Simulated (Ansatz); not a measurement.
Ag, DFT, LDA, all-electron LAPW, scalar-relativistic (Ansatz 0.2.0), run on 1 thread of Arm Neoverse V1 on a shared host.

The geometry is COD entry 9008459, unchecked; take it as a test cell. The listed cell was then made from it by scaling, straining or moving an atom.

Command: `ansatz run input.yaml --threads 1 --pin off --max-ram 3072MiB --backend cpu --events-out ev --progress --plain --runs-dir out`

```yaml
crystal:
  lattice:
    - [0.0, 2.0154871556, 2.0154871556]
    - [2.0154871556, 0.0, 2.0154871556]
    - [2.0154871556, 2.0154871556, 0.0]
  atoms:
    - { symbol: Ag, position: [0.0, 0.0, 0.0] }
kpoints:
  mp_grid: { grid: [15, 15, 15] }
  band_path:
    path:
      - [0.0, 0.0, 0.0]
      - [0.5, 0.0, 0.5]
      - [0.625, 0.25, 0.625]
      - [0.375, 0.375, 0.75]
      - [0.0, 0.0, 0.0]
      - [0.5, 0.5, 0.5]
      - [0.5, 0.25, 0.75]
      - [0.5, 0.0, 0.5]
    npoints: 5
scf:
  occupations: { method: fermi_dirac, width: 0.05 }
hamiltonian:
  xc: lda
  pseudopotentials: { kind: all_electron, lapw: { basis_error: 0.001 } }
output:
  forces: true
  stress: true
  eigenvalues: true
```

How large is the problem that the program sets up?

120 irreducible k-points, 137 plane waves at Γ, 14 bands.

About how long does it take, and how much memory does it use?

9.5 s of wall time for 6 SCF iterations, with a peak of 0.29 GiB. Times on shared machines scatter by tens of per cent.
